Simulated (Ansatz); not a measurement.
CsAgCl2:
```cif
data_Ag2Cl4Cs2
_chemical_formula_sum 'Cs2 Ag2 Cl4'
_space_group_name_H-M_alt 'P4/nmm :1'
_space_group_IT_number 129
_space_group_name_Hall 'P 4ab 2ab -1ab'
_cell_length_a 4.96838
_cell_length_b 4.96838
_cell_length_c 9.73304
_cell_angle_alpha 90.000
_cell_angle_beta 90.000
_cell_angle_gamma 90.000
loop_
_space_group_symop_operation_xyz
  'x, y, z'
  '-y+1/2, x+1/2, z'
  '-x, -y, z'
  'y+1/2, -x+1/2, z'
  'x+1/2, -y+1/2, -z'
  '-y, -x, -z'
  '-x+1/2, y+1/2, -z'
  'y, x, -z'
  '-x+1/2, -y+1/2, -z'
  'y, -x, -z'
  'x+1/2, y+1/2, -z'
  '-y, x, -z'
  '-x, y, z'
  'y+1/2, x+1/2, z'
  'x, -y, z'
  '-y+1/2, -x+1/2, z'
loop_
_atom_site_label
_atom_site_type_symbol
_atom_site_symmetry_multiplicity
_atom_site_Wyckoff_symbol
_atom_site_fract_x
_atom_site_fract_y
_atom_site_fract_z
_atom_site_occupancy
Cs1 Cs 2 c 0.00000 0.50000 0.29447 1
Ag1 Ag 2 c 0.50000 0.00000 0.10099 1
Cl1 Cl 2 c 0.50000 0.00000 0.35519 1
Cl2 Cl 2 a 0.00000 0.00000 0.00000 1
```

Relaxed with PBEsol. PBEsol in the plane-wave PAW code Ansatz gives a gap of 2.17 eV.

Problem. What gap does HSE06 give on the same cell (Ansatz, PAW)?

Solution. 3.76 eV, 1.60 eV more. The hybrid was solved on a coarser mesh and at special points; its gap is the smallest among all of these.

```csv
k,v1 PBEsol,c1 PBEsol,v1 HSE06,c1 HSE06
Γ,-0.33,2.17,-0.37,3.76
Z,-0.44,2.68,___,___
M,0.00,4.47,___,___
A,0.00,4.53,0.00,6.12
R,-0.80,4.57,___,___
X,-0.80,4.36,___,___
```

Problem. Top valence (v1) and lowest conduction level (c1) in eV from each method's valence maximum (which need not be a listed point): supply the withheld HSE06 values.

Solution. 
- M, v1 HSE06: 0.00
- M, c1 HSE06: 5.92
- Z, v1 HSE06: -0.51
- Z, c1 HSE06: 4.30
- R, v1 HSE06: -0.88
- R, c1 HSE06: 6.24
- X, v1 HSE06: -0.90
- X, c1 HSE06: 6.01

Cost on shared cores: the PBEsol run (SCF on a 6×6×3 mesh, then bands and DOS) roughly 2.2 core-minutes, the HSE06 run (SCF on 4×4×2, then a few points) roughly 8 core-minutes; the tasks are unlike.

The workflow started from a Materials Project entry (that database holds measured and hypothetical structures alike); the Crystallography Open Database copy checked does not list it. COD files the formula under space group No. 63, so this cell is another polymorph or a model. Whether it is the stable phase at ambient conditions was not checked. The PBEsol relaxation kept the symmetry of its start; its stability against distortions is not shown here. The run is not spin-polarised. Scalar-relativistic: spin–orbit coupling is off unless named, which matters more the heavier the elements.

Potentials: the later of the program's two PAW sets.
